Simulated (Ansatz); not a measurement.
A geometry of CsPbCl3 away from equilibrium: the start of the relaxation of a relaxed CsPbCl3 cell shaken by Gaussian noise of σ = 0.08 Å a coordinate. Calculation: PBE (plane waves to 420 eV, PAW, scalar-relativistic; Ansatz, a program for electronic structure). Γ-centred k-mesh 4×4×4 on the run's cell (coarser than for final values), Fermi–Dirac smearing 0.05 eV.

```xyz
10
Lattice="3.9361 2.2725 7.5764 -3.9361 2.2725 7.5764 0.0000 -4.5450 7.5764" Properties=species:S:1:pos:R:3:forces:R:3 pbc="T T T" free_energy=-41646.440 pressure_GPa=-0.1
Pb     0.0791    -0.1168     7.7292   -0.3410    0.5416   -0.2316
Pb    -0.0871     0.1897    15.0630    0.2403   -0.6794   -0.1480
Cl    -0.7891    -2.4009    13.4608    0.0388   -0.0259    0.2162
Cl     2.5658     0.5448    13.4336   -0.1288   -0.0127    0.2329
Cl    -1.7249     1.9341    13.3886   -0.0083   -0.0460    0.1916
Cl     0.8396     2.4714     9.2860   -0.1412   -0.0182   -0.2365
Cl    -2.5891    -0.4962     9.2560    0.1517    0.1352    0.0030
Cl     1.6239    -1.9748     9.3371    0.1047    0.1055   -0.1709
Cs    -0.0636     0.0311     3.1509   -0.0345   -0.0402    0.0023
Cs    -0.0439    -0.0213    19.5437    0.1184    0.0402    0.1410
```

Positions in Å, forces in eV/Å, free energy of the cell in eV (comparable only within this code, potentials and settings). Largest force: 0.74 eV/Å, on Pb2 (atoms numbered as listed); the geometry lies 0.02 eV/atom above the end of its relaxation.

No spin polarisation in the result.

The end of the path is a generated cell of CsPbCl3: the first start was made by placing the elements on the sites of a structure type, and the end was not matched to a known phase here, so it may be hypothetical. Known forms of CsPbCl3 include space group No. 221.
